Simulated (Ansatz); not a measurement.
The relaxed structure here is a generated cell of SiO2: the first start was made by placing the elements on the sites of a structure type, and the end was not matched to a known phase here, so it may be hypothetical. Known forms of SiO2 include space group No. 92, 136, 152, 154.

A structure of SiO2 relaxed with r2SCAN (plane waves to 500 eV, PAW, scalar-relativistic; Ansatz, an electronic-structure program); single points at other levels follow on the same geometry (Ansatz, PAW; HSE06 at 420 eV on a 5×3×4 k-mesh; no spin-orbit coupling). Space group Pbca (No. 61).

```xyz
24
Lattice="4.6739 0.0000 0.0000 0.0000 8.2761 0.0000 0.0000 0.0000 4.9851" Properties=species:S:1:pos:R:3 pbc="T T T"
Si     0.5937     1.0583     4.4296
Si     2.9307     3.0798     0.5555
Si     1.7433     7.2178     1.9371
Si     4.0802     5.1963     3.0480
Si     4.0802     7.2178     0.5555
Si     1.7433     5.1963     4.4296
Si     2.9307     1.0583     3.0480
Si     0.5937     3.0798     1.9371
O      3.8279     0.0855     4.2363
O      1.4909     4.0526     0.7488
O      3.1830     8.1906     1.7437
O      0.8461     4.2235     3.2414
O      0.8461     8.1906     0.7488
O      3.1830     4.2235     4.2363
O      1.4909     0.0855     3.2414
O      3.8279     4.0526     1.7437
O      2.1335     1.9230     4.4268
O      4.4705     2.2150     0.5583
O      0.2034     6.3531     1.9343
O      2.5404     6.0611     3.0508
O      2.5404     6.3531     0.5583
O      0.2034     6.0611     4.4268
O      4.4705     1.9230     3.0508
O      2.1335     2.2150     1.9343
```

```csv
level,gap (eV),kind,conduction minimum
r2SCAN,6.87,direct,Γ
HSE06,8.01,–,Γ
```

For this cell size the semilocal gaps come from the SCF mesh and high-symmetry points. No spin polarisation in the result.

The run could not lose the symmetry of its start, so the end can be a saddle point.
